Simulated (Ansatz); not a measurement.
The relaxed structure here is a generated cell of Li: the first start was made by placing the elements on the sites of a structure type, and the end was not matched to a known phase here, so it may be hypothetical. Known forms of Li include space group No. 229.

One starting cell of Li (a generated trial cell of Li in the diamond structure type) was relaxed twice with Ansatz (plane waves, PAW, scalar-relativistic): with r2SCAN at 500 eV and with PBE at 420 eV. The r2SCAN result:

Space group Fd-3m, origin choice 1 (No. 227); a = b = c = 5.9250 Å, α = β = γ = 90.00°

```tsv
atom	site	symmetry	x	y	z
Li	8b	-43m	0.5000	0.5000	0.5000
```
(The calculation used a cell of 2 atoms; values per cell refer to that cell.)

| quantity | r2SCAN | PBE |
|---|---|---|
| space group | Fd-3m | Fd-3m |
| volume (Å³/atom) | 26.00 | [?] |
| a (Å) | 5.925 | [?] |
| gap (eV, no spin-orbit coupling) | 0.00 | [?] |

Task: What does PBE give for the same quantities?

Result: 
- volume (Å³/atom), PBE: 25.60
- a (Å), PBE: 5.895
- gap (eV, no spin-orbit coupling), PBE: 0.00

Both levels end in the same structure; PBE's volume is 1.5 % smaller. Neither column is exact.

No spin polarisation in the result.

The run could not lose the symmetry of its start, so the end can be a saddle point.

All atoms sit on sites fixed by symmetry, so only the cell could relax.

Ansatz is a program for electronic structure.
